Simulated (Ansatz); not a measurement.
Calculation log, Si₂Ni (Fm-3m) (elastic constants by finite strains)

Method: PBEsol, all-electron LAPW in Ansatz 0.2.0, scalar-relativistic.

Cell and atoms were relaxed beforehand by PAW with this functional.

Launched as:

```sh
ansatz run input.yaml --threads 2 --pin off --max-ram 5120MiB --backend cpu --events-out ev --progress --plain --runs-dir out
```

input.yaml:

```yaml
crystal:
  lattice:
    - [0.0, 2.69449975864, 2.69449975864]
    - [2.69449975864, 0.0, 2.69449975864]
    - [2.69449975864, 2.69449975864, 0.0]
  atoms:
    - { symbol: Si, position: [0.25, 0.25, 0.25] }
    - { symbol: Si, position: [0.75, 0.75, 0.75] }
    - { symbol: Ni, position: [0.0, 0.0, 0.0] }
kpoints:
  mp_grid: { grid: [12, 12, 12] }
scf:
  occupations: { method: fermi_dirac, width: 0.08 }
hamiltonian:
  xc: pbesol
  pseudopotentials: { kind: all_electron, lapw: { basis_error: 0.0005 } }
elastic:
  mode: relaxed_ion
  stencil: two_point
  amplitude: 0.008
```

Output:

```
Warning: RAYON_NUM_THREADS=2 ignored (pool sized by the plan → 2); use --threads N
LAPW: plane waves up to 9.537 Å⁻¹, error target 5.0e-4 eV per atom; small_component_spin mean_spin; Si in spheres of 1.038 Å, 12 of its electrons in bands, Dirac shells []; Ni in spheres of 1.225 Å, 18 of its electrons in bands, ...
Engine: ansatz 0.2.0, x86_64-unknown-linux-gnu
Pseudopotentials: kind: all_electron
Pseudopotential: Si, LAPW, valence charge 12, lapw/all_electron/scalar/gaussian/Si, Koelling and Harmon's equation, gaussian nucleus
Pseudopotential: Ni, LAPW, valence charge 18, lapw/all_electron/scalar/gaussian/Ni, Koelling and Harmon's equation, gaussian nucleus
Functional definition: PBEsol
  exchange = pbesol_x
  correlation = pbesol_c
Crystal: 3 atoms, lattice volume = 39.126 Å³
Basis set: ecut = 346.53042560362064 eV, 537 PW (Γ), exchange–correlation at level 2
Bands: 26, of which v1, the nominal top of the filled ones, is band 21 counted from 1 (20 counted from 0)
Symmetry: 48 space group operations
Space group: Fm-3m (ITA 225), of the structure as read, at distance tolerance 3.4e-5 Å
k-points: 72 of 1728
Non-local potential: Si, projectors of the file, none
Non-local potential: Ni, projectors of the file, none
Initial density: superposition of atomic densities (chi_scale 0.1, normalization cell, long waves kept (reshape's long-wave potential 0.00 eV rms))
Initial wavefunctions: plane waves of lowest kinetic energy (no species holds an atomic orbital)
Functional: x = pbesol(κ = 0.804, μ = 0.12345679012345678), c = pbesol(β = 0.046)
iter 1 solved again at ethr=6.02e-3 eV; its pass at ethr=1.00e-1 eV (dr2=2.53e0 eV) is discarded
SCF iter   1: F=—  HF=-57106.318892 eV  |F-HF|=—  |Δ(HF+E_count)|=         —  Δρ=6.03e-2  dr2=2.53e0  ethr=6.02e-3  ⟨swp⟩=2.0  Hψ=12504  notcnv=0
preconditioner: auto → Kerker (q_TF=auto, 2.761 Å⁻¹)  [metal: Δε(μ)=0.079 eV  Ē_g=9.645 eV  σ=0.080 eV  W_gap=0.23  n_scr=14 (ndim 8)  ℏωp=25.2 eV  f_vac=0.000  D(μ)=0.70/eV (n_scr^D=0)]
SCF iter   2: F=—  HF=-57106.957859 eV  |F-HF|=—  |Δ(HF+E_count)|=   6.39e-1  Δρ=4.74e-2  dr2=6.68e-1  ethr=6.02e-3  ⟨swp⟩=2.5  Hψ=5448  notcnv=0  recentre
SCF iter   3: F=—  HF=-57105.899741 eV  |F-HF|=—  |Δ(HF+E_count)|=    1.06e0  Δρ=4.47e-2  dr2=1.45e0  ethr=1.59e-3  ⟨swp⟩=3.0  Hψ=5753  notcnv=0
SCF iter   4: F=—  HF=-57105.566204 eV  |F-HF|=—  |Δ(HF+E_count)|=   3.34e-1  Δρ=2.47e-2  dr2=4.15e-1  ethr=1.59e-3  ⟨swp⟩=2.0  Hψ=5400  notcnv=0
SCF iter   5: F=—  HF=-57105.451760 eV  |F-HF|=—  |Δ(HF+E_count)|=   1.14e-1  Δρ=1.01e-2  dr2=4.33e-2  ethr=9.88e-4  ⟨swp⟩=2.3  Hψ=5424  notcnv=0
SCF iter   6: F=—  HF=-57105.416280 eV  |F-HF|=—  |Δ(HF+E_count)|=   3.55e-2  Δρ=2.80e-3  dr2=6.13e-3  ethr=1.03e-4  ⟨swp⟩=2.2  Hψ=5118  notcnv=0
iter 7 solved again at ethr=1.24e-6 eV; its pass at ethr=1.46e-5 eV (dr2=5.19e-4 eV) is discarded
SCF iter   7: F=—  HF=-57105.414243 eV  |F-HF|=—  |Δ(HF+E_count)|=         —  Δρ=9.60e-4  dr2=5.19e-4  ethr=1.24e-6  ⟨swp⟩=2.0  Hψ=8912  notcnv=0
the basis was enlarged: its passes take 427.8 KiB over the memory plan, 2 of 2 planned eigensolver slots
[... 116 lines left out ...]
SCF iter   9: F=-57105.413812 eV  HF=-57105.413812 eV  |F-HF|=1.46e-11  |Δ(HF+E_count)|=  2.91e-11  Δρ=4.53e-10  dr2=3.80e-17  ethr=1.89e-12 (applied; sched 1.00e-12)  ⟨swp⟩=2.0  Hψ=19715  notcnv=0
SCF 9 converged in 9 iterations: F = -57105.413812 eV  dr2 = 3.80e-17
relax step   2: F+E_penalty+E_count = -57105.41381180 eV  Δ(F+E_penalty+E_count) = -3.191e-4 eV  max|allowed force component| = 1.536e-5 eV/Å  Δτ_max = 0.0053 Å  (9 SCF iters, accepted)
iter 1 solved again at ethr=1.00e-12 eV; its pass at ethr=1.00e-1 eV (dr2=2.99e-17 eV) is discarded
SCF iter   1: F=—  HF=-57105.413812 eV  |F-HF|=—  |Δ(HF+E_count)|=         —  Δρ=1.13e-8  dr2=3.50e-14  ethr=2.32e-12 (applied; sched 1.00e-12)  ⟨swp⟩=7.8  Hψ=36390  notcnv=0
SCF iter   2: F=-57105.413812 eV  HF=-57105.413812 eV  |F-HF|=1.46e-11  |Δ(HF+E_count)|=  2.62e-10  Δρ=9.49e-10  dr2=1.75e-16  ethr=1.89e-12 (applied; sched 1.00e-12)  ⟨swp⟩=2.0  Hψ=19715  notcnv=0
SCF 10 converged in 2 iterations: F = -57105.413812 eV  dr2 = 1.75e-16
SCF converged after 16 iterations
Free energy (F): -57105.414406 eV
Harris-Foulkes:  -57105.414406 eV  (|F-HF|=1.46e-11)
Internal energy: -57105.395324 eV  (E = F + TS)
E sigma→0 (E₀):  -57105.404865 eV
Entropy (-TS):   -0.019081 eV (-6.360 meV/atom)
Fermi energy:    14.644456 eV
--- Per-component energies (eV) ---
  E_band       = -1703.955953
  E_kinetic    = 57803.193643
  E_xc         = -2805.206696
  E_electrostatic = -112103.382271  (all electrons and nuclei)
  E_smearing   = -0.019081  (= −TS)
  E_closure    = 0.000000  (closes the sum)
  Σ components = -57105.414406   (vs F -57105.414406, Δ=0.00e0)
  Basis errors (estimates in eV, not in F): energy 1.9e-4 per atom: plane waves 1.7e-4 (1.0e-4 summed), levels above the bands 7.8e-26, relativity 9.2e-9, radial functions 1.5e-5, core shells 2.7e-10; eigenvalues (radial ...
--- Forces (eV/Å), atoms counted from 1 ---
  atom   1  Si     0.00000000    -0.00000000    -0.00000000
  atom   2  Si    -0.00000000    -0.00000000     0.00000000
  atom   3  Ni     0.00000000    -0.00000000    -0.00000000
  max |Σ_I F_I| component: 1.04e-17 eV/Å
--- Stress (GPa, compression-positive) ---
       -0.017463      -0.000000       0.000000
       -0.000000      -0.017463      -0.000000
        0.000000      -0.000000      -0.017463
  P = ⅓ Tr σ = -0.0175 GPa (-0.175 kbar)
--- Elastic constants: 2 strain directions × 2 members + reference (group order 48) ---
  dense FFT box of the reference and of every strained cell: 24×24×24
  strains applied: 11, 23; error gains: componentwise 1.00 (the most a stress slope's error grows in a printed constant), spectral 1.73 (1 for all six strains in a standard setting)
  C = ∂σ_k/∂η_j (tension-positive GPa; Voigt order 11 22 33 23 13 12):
       199.408    138.784    138.784     -0.000     -0.000      0.000
       138.784    199.408    138.784      0.000     -0.000     -0.000
       138.784    138.784    199.408      0.000      0.000     -0.000
         0.000      0.000      0.000     76.004     -0.000     -0.000
         0.000      0.000     -0.000      0.000     76.004     -0.000
        -0.000     -0.000     -0.000     -0.000     -0.000     76.004
  reference stress σ⁰ (GPa):      0.017      0.017      0.017      0.000     -0.000      0.000
  no Pulay correction (none for the plane-wave cutoff is built on LAPW): the batch's stresses and constants are at fixed plane waves
  C* (energy form; C + prestress term) asymmetry max|C*_kj − C*_jk| = 8.527e-14 GPa — a small one proves nothing (zero by symmetry where the batch's group is 432, −43m or m−3m); a large one is finite-difference/SCF noise where ...
  moduli (Voigt/Reuss/Hill, GPa): K = 158.99/158.99/158.99   G = 57.73/47.41/52.57   E = 142.06   ν = 0.351
  mechanically stable: yes (min eigenvalue of sym C = 60.62 GPa)
  where every solve meets its electron count the energy-path curvature estimates C_jj along a normal strain and C_jj − ¼(σ⁰_aa + σ⁰_bb) along a shear (ab), closely only under elastic.basis: deformed
  strain η (Voigt 11):  stress-route row diagonal C_11 = 199.41 GPa, energy-path curvature d²(F+E_count)/dδ²/Ω₀ = 199.22 GPa
         δ    σ_11 (GPa)             F (eV)   n_scf  n_hpsi   n_pw
    -8.000e-3      -1.6129      -57105.4128599       8  128925    588   relax 0 steps, max|allowed force component| 2.78e-17 eV/Å
     8.000e-3       1.5776      -57105.4128375       8  128367    588   relax 0 steps, max|allowed force component| 2.78e-17 eV/Å
  strain η (Voigt 23):  stress-route row diagonal C_44 = 76.00 GPa, energy-path curvature d²(F+E_count)/dδ²/Ω₀ = 75.98 GPa
         δ    σ_23 (GPa)             F (eV)   n_scf  n_hpsi   n_pw
    -8.000e-3      -0.6080      -57105.4138118       2   60006    588   relax 3 steps, max|allowed force component| 2.53e-5 eV/Å
     8.000e-3       0.6080      -57105.4138118       2   59839    588   relax 2 steps, max|allowed force component| 1.54e-5 eV/Å
```

The calculation finished and met its thresholds.

Strained cells:

Elastic constants of a crystal by Kohn-Sham DFT: slopes of the stress over finite engineering strains of the given cell, Voigt indices, Cartesian axes as in the input; stress of each strained cell less that at rest, tension positive.

```csv
strain component,strain,stress xx (GPa),stress yy (GPa),stress zz (GPa),stress yz (GPa),stress xz (GPa),stress xy (GPa),relaxation steps
xx,-0.008,-1.63,-1.137,-1.137,0,0,0,0
xx,0.008,1.56,1.084,1.084,0,0,0,0
yz,-0.008,-0.0041,-0.0147,-0.0147,-0.608,0,0,3
yz,0.008,-0.0041,-0.0147,-0.0147,0.608,0,0,2
```

### Elastic moduli

Hill averages of a grain aggregate, Debye temperature from the mean sound speed over directions.

- Bulk modulus: 159 GPa
- Shear modulus: 52.57 GPa
- Young modulus: 142.1 GPa
- Poisson ratio: 0.3511
- Bulk over shear modulus: 3.024
- Elastic anisotropy index: 1.087
- Least young modulus: 85.5 GPa
- Largest young modulus: 196.7 GPa
- Longitudinal sound speed: 6855 m/s
- Transverse sound speed: 3284 m/s
- Elastic debye temperature: 461.5 K
- Linear compressibility (x, y, z): 2.096, 2.096, 2.096 1/TPa
- Zener ratio: 2.507
- Cauchy pressure: 62.78 GPa

### Elastic constants

```json
{"Pressure at rest": "-0.017 GPa", "Least elastic eigenvalue": "60.62 GPa", "Elastically stable": "yes"}
```

```tsv
index	elastic (GPa)
11	199.4
12	138.8
44	76
```

Known limits: responses of metals move with mesh and smearing.

Time and hardware: 95 s on 2 threads of AMD EPYC 9R45 96-Core Processor (Zen 5), on a shared host, peak memory 1.4 GiB.
